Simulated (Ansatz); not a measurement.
# Ca₂PbAu₂: reading a single point

```
Ca Au Pb
1.0
     8.12429    0.00000    0.00000
     0.00000    8.12429    0.00000
     0.00000    0.00000    3.86647
Ca Au Pb
4 4 2
Direct
  0.17330 0.67330 0.50000
  0.32670 0.17330 0.50000
  0.82670 0.32670 0.50000
  0.67330 0.82670 0.50000
  0.62284 0.12284 0.00000
  0.87716 0.62284 0.00000
  0.37716 0.87716 0.00000
  0.12284 0.37716 0.00000
  0.00000 0.00000 0.00000
  0.50000 0.50000 0.00000
```

Single point in Ansatz 0.2.0 with LDA, no spin polarisation. Cutoff 420 eV, PAW datasets, 4×4×9 Γ-centred k mesh, fermi-dirac filling (width 0.1 eV).

**Question.** What do density and ELF say about some of the short contacts?

**Answer.** Au–Au at 2.82 Å: least valence density 0.34 e/Å³ and ELF 0.24 there. Ca–Au at 3.04 Å: least valence density 0.15 e/Å³ and ELF 0.11 there. Au–Pb at 3.22 Å: least valence density 0.19 e/Å³ and ELF 0.25 there. These are pseudo-fields; inside the PAW spheres they differ from the all-electron ones.

**Question.** Metal or insulator?

**Answer.** It is a metal, with about 5.1 states/eV a cell as the mean within 0.25 eV of the Fermi level.

**Question.** Is it stable against the elements?

**Answer.** -0.70 eV an atom against the elements' usual phases (free molecules for gases, crystals otherwise, with no correction for O₂ or N₂), so it is bound against them; other compounds may still compete. Relaxing would lower it.

**Question.** Give the Bader charges.

**Answer.** Bader charges in e: Ca +1.33, Pb -0.37, Au -1.14. In the mean Ca gives up most and Au takes most.

Origin: a database entry at a rescaled volume.
